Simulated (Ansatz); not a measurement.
Relaxed-ion elastic tensor of Mg (hcp (Mg type), P6_3/mmc) in GPa (Voigt order), plane-wave PAW PBE (Ansatz code); density 1.76 g/cm³, 22.93 Å³ per atom.

```
60.7  25.2  21.3   0.0   0.0   0.0
25.2  60.7  21.3   0.0   0.0   0.0
21.3  21.3  68.6   0.0   0.0   0.0
 0.0   0.0   0.0  18.4   0.0   0.0
 0.0   0.0   0.0   0.0  18.4   0.0
 0.0   0.0   0.0   0.0   0.0  17.8
```

Q: Is the crystal mechanically stable?

A: Yes: the smallest eigenvalue of C is 17.8 GPa.

Q: Work out the Voigt, Reuss and Hill averages.

A: K_V = 36.2, K_R = 36.2, K_H = 36.2; G_V = 19.1, G_R = 18.9, G_H = 19.0 GPa.

Q: Give Young's modulus, Poisson's ratio, Pugh's ratio and the universal anisotropy index.

A: E = 9KG/(3K + G) = 48.4 GPa; ν = 0.28; K/G = 1.91 (ductile by the Pugh limit of 1.75); A_U = 5G_V/G_R + K_V/K_R − 6 = 0.05.

Q: Estimate the sound speeds and the Debye temperature.

A: v_l = √((K + 4G/3)/ρ) = 5910 m/s, v_t = √(G/ρ) = 3280 m/s, mean 3660 m/s; Θ = (h/k)(3n/4πV)^(1/3) v_m = 383 K.

Q: Solve the Christoffel equation for the three sound speeds along x, y, z.

A: Eigenvalues of C_ijkl n_j n_l equal ρv². In km/s, slowest first: x 3.18, 3.23, 5.87; y 3.18, 3.23, 5.87; z 3.23, 3.23, 6.24.

Q: How much does each axis shrink under pressure?

A: Linear compressibilities β_i = Σ_j S_ij (j = 1 to 3): x 9.5, y 9.5, z 8.7 per TPa.

The cell was relaxed with PBE under the symmetry of its start. As this level gives no gap, shear constants depend on the k-mesh and smearing (Fermi–Dirac, 0.1 eV here). On the denser mesh and wider smearing of the elastic run this cell carries a stress of 0.5 GPa.

Potentials: the earlier of the program's two PAW sets.
